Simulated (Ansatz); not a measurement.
SnS₂ (CdI2 type)

```
CELL_PARAMETERS angstrom
      3.62596     0.00000     0.00000
     -1.81298     3.14018     0.00000
      0.00000     0.00000     5.57353
ATOMIC_POSITIONS crystal
  Sn 0.00000 0.00000 0.00000
  S  0.33333 0.66667 0.26441
  S  0.66667 0.33333 0.73559
```

This relaxed cell (volume V₀) is scaled evenly in all directions, its shape held. The atoms relax within the cell's symmetry.

All values below come from PBEsol-D3(BJ) (plane waves to 420 eV, PAW, scalar-relativistic; Ansatz, an electronic-structure program). k mesh 11×11×6 (Γ-centred), Fermi-Dirac smearing 0.05 eV. The energy includes the smearing's −TS. Stress and pressure are positive under compression. With the shape held, the modulus is that of even scaling; a crystal free to change shape is softer. SnS2 was relaxed with its symmetry unable to fall. The PAW data are Ansatz's earlier set. The zero of ΔE is the relaxed starting cell.

```tsv
V (Å³/atom)	ΔE (meV/atom)
19.038	43.6
19.391	29.2
19.743	18.0
20.096	9.8
20.449	4.2
20.801	1.0
21.154	0.0
21.506	0.9
21.859	3.7
22.211	8.0
22.564	13.8
22.916	withheld
23.269	29.1
```

**Question.** Fit a third-order Birch-Murnaghan form (E₀, V₀, B₀, B₀′ free) to the given rows and predict ΔE at V = 22.916.

**Answer.** Least squares on the 12 given rows: ΔE = E₀ + (9V₀B₀/16)·y²·[2 + (B₀′ − 4)y], y = (V₀/V)^(2/3) − 1, with V₀ = 21.153 Å³/atom, B₀ = 53.42 GPa (160.2 GPa = 1 eV/Å³; the term in eV is multiplied by 1000), B₀′ = 5.04, E₀ = 0.00 meV/atom; root-mean-square residual 0.03 meV/atom. At 22.916 the fit gives 20.9 meV/atom; the calculation gives 20.9 meV/atom, the same to the digits shown. For the pressure the fit gives -3.50 GPa against the computed -3.52 GPa.

(A scan under strain: stresses follow from slopes of the energy per volume, elastic moduli from its curvatures.)
